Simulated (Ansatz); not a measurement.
BaHCl: do energies and stresses tell the same story?

All numbers below come from DFT r2SCAN, scalar-relativistic, plane waves, PAW (Ansatz).

Cutoff 500 eV; k points 6×6×4 on the computed 6-atom cell (Γ-centred); Gaussian smearing, width 0.02 eV; no spin polarisation.

Relaxed cell: P4/nmm, a = 4.403 Å, b = 4.403 Å, c = 7.224 Å, α = 90.00°, β = 90.00°, γ = 90.00°, 6 atoms in the primitive cell. Whether it is the stable form of this composition wasn't checked.

Energies at zero smearing and pressures from the stress tensor, at volumes with shape and atoms relaxed:
```
V (Å³/atom) E − E(first) (meV/atom) P (GPa)
     21.945                     0.00     2.52
     22.645                    -7.95     1.18
     23.346                   -10.46     0.00
     24.046                    -8.26    -0.99
     24.746                    -2.09    -1.83
```

Problem. Check P = −dE/dV between neighbouring volumes, and get the bulk modulus from the pressures alone.

Solution. With 1 eV/Å³ = 160.2 GPa:
```
middle V (Å³/atom)  −ΔE/ΔV (GPa) mean P (GPa)
            22.295         1.818         1.847
            22.995         0.574         0.590
            23.696        -0.502        -0.493
            24.396        -1.412        -1.407
```

The two differ by 0.03 GPa at most. The mean of two end pressures misses the average over a step by about ΔV² P″/12, up to 0.02 GPa here; with that taken off 0.02 GPa remains. Around V = 23.346 Å³/atom, the two neighbours give B = −V ΔP/ΔV = 23.346 × 2.17 / 1.401 = 36.1 GPa, against B0 = 35.5 GPa from the Birch–Murnaghan fit of the energies.

Cost: 6 runs of about 6 core-minutes in all, on Arm Neoverse V2 (shared hosts).